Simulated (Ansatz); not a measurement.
**Spin spirals in GdAg₂ (I4/mmm)**

The geometry is a structure as deposited in COD, held fixed and not relaxed.

The runs share PBEsol, 12×12×12 k mesh, Fermi–Dirac smearing of 0.05 eV. PAW means Ansatz 0.2.0 on its default frozen-core files; LAPW is all-electron LAPW in Ansatz 0.2.0. Site moments are integrated in spheres about the atoms, whose radii differ between the methods.

Input of the first run:

```yaml
crystal:
  lattice:
    - [-1.8715, 1.8715, 4.676]
    - [1.8715, -1.8715, 4.676]
    - [1.8715, 1.8715, -4.676]
  atoms:
    - { symbol: Gd, position: [0.0, 0.0, 0.0], spin: 7.0, spin_axis: [1.0, 0.0, 0.0] }
    - { symbol: Ag, position: [0.327, 0.327, 0.0] }
    - { symbol: Ag, position: [0.673, 0.673, 0.0] }
magnetization:
  noncollinear: true
  spin_spiral: { q: [0.0, 0.0, 0.0] }
kpoints:
  mp_grid: { grid: [12, 12, 12] }
scf:
  occupations: { method: fermi_dirac, width: 0.05 }
hamiltonian:
  xc: pbesol
  pseudopotentials: { kind: paw }
output:
  eigenvalues: false
```

Command: `ansatz run input.yaml --threads 2 --pin off --max-ram 6144MiB --backend cpu --events-out ev --progress --plain --runs-dir out`

The input for «spiral at 1 of the way from Γ to M» by LAPW differs from it in these lines, output keys apart:

```diff
-  spin_spiral: { q: [0.0, 0.0, 0.0] }
+  spin_spiral: { q: [0.5, 0.5, -0.5] }
-  pseudopotentials: { kind: paw }
+  pseudopotentials: { kind: all_electron, lapw: { basis_error: 0.001 } }
```

Flat spirals without spin–orbit coupling: moments start in the xy plane and turn about z by q·R from cell to cell, and their directions inside a cell are free. q runs from Γ to M = (0.500, 0.500, -0.500) in reciprocal cell vectors. Energies count from each method's run at q = 0. Each q is a vector of the k mesh, and the mesh is shifted by q/2 where needed, so that both spin components are sampled on the same points as at q = 0. In Ansatz a GGA is taken by the program's default for non-collinear spins.

Task: Where along the line is the energy lowest?

Result: The lowest point lies at 1.000 of the way, 1.2 meV/cell under q = 0, which this mesh may not resolve.
| fraction of Γ–M | |q| (1/Å) | ΔF PAW (meV/cell) | ΔF LAPW (meV/cell) | largest moment, PAW (μB) |
| --- | --- | --- | --- | --- |
| 0.000 | 0.000 | 0.0 | 0.0 | 6.97 |
| 0.167 | 0.112 | 0.0 | – | 6.97 |
| 0.333 | 0.224 | +0.2 | – | 6.97 |
| 0.500 | 0.336 | +0.4 | +0.4 | 6.97 |
| 0.667 | 0.448 | -0.1 | – | 6.97 |
| 0.833 | 0.560 | -0.9 | – | 6.97 |
| 1.000 | 0.672 | -1.2 | -1.2 | 6.97 |

Task: A further pair of PAW runs: spiral at 0.333 of the way from Γ to M, locally collinear functional, against the same at q = 0. What is the energy difference?

Result: +0.3 meV/cell, with a largest moment of 6.97 μB.

The PAW files were made with PBE; the program remakes their cores once for the run's functional and then keeps them frozen. Without U a semilocal functional puts the f levels too near the Fermi level, which can change moments and the order of magnetic states; site and cell moments are spin moments. Spin–orbit coupling is left out although heavy atoms are present. In at least one run the program's final test of stability wasn't made or came to no verdict. With open f shells a run can end in a state that isn't the lowest. The magnetic state is the one that this cell and start allow. It needn't be the compound's measured order, which may need a larger cell or be absent.
